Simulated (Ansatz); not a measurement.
**NaCl (rock salt), scan of one atom of the cell**

Relaxed NaCl (rock salt):

```
NaCl
1.0
    0.00000     2.84776     2.84776
    2.84776     0.00000     2.84776
    2.84776     2.84776     0.00000
Cl Na
1 1
Cartesian
  0.00000   0.00000   0.00000
  2.84776   2.84776   2.84776
```

In each cell atom 2 (Na, nearest neighbour Cl at 2.848 Å; its periodic images, 4.0 Å or more away, move with it) moves by s·(0.707, 0.707, 0.000) (along Cartesian [110]), the rest being held.

All values below come from PBE (plane waves to 420 eV, PAW, scalar-relativistic; Ansatz, a program for electronic structure). k mesh 8×8×8 (Γ-centred), Fermi-Dirac smearing 0.05 eV. E stands for the smeared free energy. Stress and pressure are positive under compression. F∥ is the force on the atom along that direction. NaCl was relaxed with its symmetry unable to fall. The zero of ΔE is the undisplaced structure.

| s (Å) | ΔE (eV/cell) | F∥ (eV/Å) | P (GPa) |
|---|---|---|---|
| -0.850 | 0.567 | 1.576 | 7.3 |
| -0.680 | 0.336 | 1.146 | 4.7 |
| -0.510 | 0.174 | 0.763 | 2.6 |
| -0.340 | 0.072 | 0.451 | 1.1 |
| -0.170 | 0.017 | 0.206 | 0.3 |
| 0.000 | 0.000 | 0.000 | 0.0 |
| 0.170 | 0.017 | -0.206 | 0.3 |
| 0.340 | 0.072 | -0.451 | 1.1 |
| 0.510 | 0.174 | -0.763 | 2.6 |
| 0.680 | 0.336 | -1.146 | 4.7 |
| 0.850 | 0.567 | -1.576 | 7.3 |

What the scan shows:

The energy at s = 0.850 Å is 567 meV/cell. The force along the line at s = -0.850 Å comes out as 1.58 eV/Å. The force constant k = d²E/ds² at s = 0 (finite differences) is 1.17 eV/Å² and the zone-centre optical wavenumber from k (transverse: no LO-TO term) is 151 cm⁻¹. Symmetry of the curve: even: the same for both signs. Shape of the curve: a single well with its minimum at or next to zero displacement. Harmonic estimate at the end of the scan: ½ks² = 424 meV/cell against the computed 567 meV/cell, so the well is stiffer than harmonic there.

(A displaced cell: forces are minus the slopes of the energy, force constants its curvatures, and phonons follow from these.)
